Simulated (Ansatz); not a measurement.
Here is an unrelaxed guess for SiW3.

```
CELL_PARAMETERS angstrom
0.00000 3.22371 3.22371
3.22371 0.00000 3.22371
3.22371 3.22371 0.00000
ATOMIC_POSITIONS crystal
Si 0.00000 0.00000 0.00000
W 0.75000 0.75000 0.75000
W 0.50000 0.50000 0.50000
W 0.25000 0.25000 0.25000
```

These are results of Ansatz 0.2.0, DFT PBE, scalar-relativistic, plane waves, PAW, not measurements. Settings: cutoff 420 eV, Γ-centred mesh 6×6×6 on the computed 4-atom cell, Gaussian smearing of 0.10 eV; no spin polarisation.

Energies over the elements count from the elements' standard structures at the same level, with no fitted energy shifts.

Question: How far from equilibrium is it?

Answer: The pressure is -20.6 GPa (it wants to contract), the largest force is 0.00 eV/Å (symmetry fixes the atoms), and the energy is +0.30 eV/atom against the elements. The shortest distance is 2.79 Å.

Question: How much does it gain on relaxing, and where does it end?

Answer: Relaxing gains about 0.11 eV/atom (the start's value is from the coarse mesh, so the gain is rough) in 9 ionic steps and ends at +0.19 eV/atom on the finer mesh. The symmetry stays Fm-3m (No. 225). The end has the BiF3 (D0_3) type. The volume per atom shrinks by 9.2 %, from 16.8 to 15.2 Å³. The shortest distance goes from 2.79 Å (Si–W and W–W) to 2.70 Å (Si–W and W–W). Conventional cell: a = 6.243 Å. Si has 8 W at 2.70 Å and 6 W at 3.12 Å; W on a site of symmetry -43m is surrounded by 4 Si at 2.70 Å, 4 W at 2.70 Å and 6 W at 3.12 Å; W on a site of symmetry m-3m is surrounded by 8 W at 2.70 Å and 6 Si at 3.12 Å.

The last run used a 14×14×14 mesh for its 4-atom cell and Gaussian smearing of 0.10 eV. These runs have no spin–orbit coupling, which can matter for W. The relaxation can't lower the symmetry of the start. A later test with randomly moved atoms came back to the same energy, though modes that don't fit the test's cell weren't probed.
